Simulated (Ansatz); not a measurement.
A trial cell of Ge₃P₄, before relaxation:

```
Ge P
1.0
    -4.16298    4.16298    4.16298
     4.16298   -4.16298    4.16298
     4.16298    4.16298   -4.16298
Ge P
6 8
Direct
  0.25000 0.12500 0.87500
  0.87500 0.25000 0.12500
  0.75000 0.37500 0.62500
  0.62500 0.75000 0.37500
  0.12500 0.87500 0.25000
  0.37500 0.62500 0.75000
  0.55520 0.55520 0.55520
  0.44480 0.50000 0.00000
  0.50000 0.00000 0.94480
  0.00000 0.44480 0.50000
  0.94480 0.50000 0.00000
  0.05520 0.05520 0.05520
  0.00000 0.94480 0.50000
  0.50000 0.00000 0.44480
```

Level of theory: Ansatz, DFT PBE, scalar-relativistic, plane waves, PAW. Cutoff 420 eV, Gaussian smearing, Γ-centred meshes. Cell and atoms relax first on a coarse mesh and then on a finer one. In between, the cell is made exact in the group found at 0.06 Å. In metals the finer mesh still leaves noise of several meV/atom or more. The steps can't lower the symmetry of their start. No spin polarisation.

A guess keeps its type if space group and coordination stay and the shape of the cell changes little (axis ratios within about 15 %, angles within 6°); the volume may change.

Q: Does it keep its structure type, or change into something else?

A: It keeps its type. The symmetry stays I-43d (No. 220). The volume per atom grows by 1.1 %, from 20.6 to 20.8 Å³. The shortest distance goes from 2.26 Å (Ge–P) to 2.38 Å (Ge–P). Counting neighbours within 15 % of an atom's shortest distance, the start has Ge 4, P 3 and the end Ge 4, P 3.

The last run used a 6×6×6 mesh for its 14-atom cell and Gaussian smearing of 0.10 eV. Symmetry constrained the relaxation, so the result can be a saddle point.
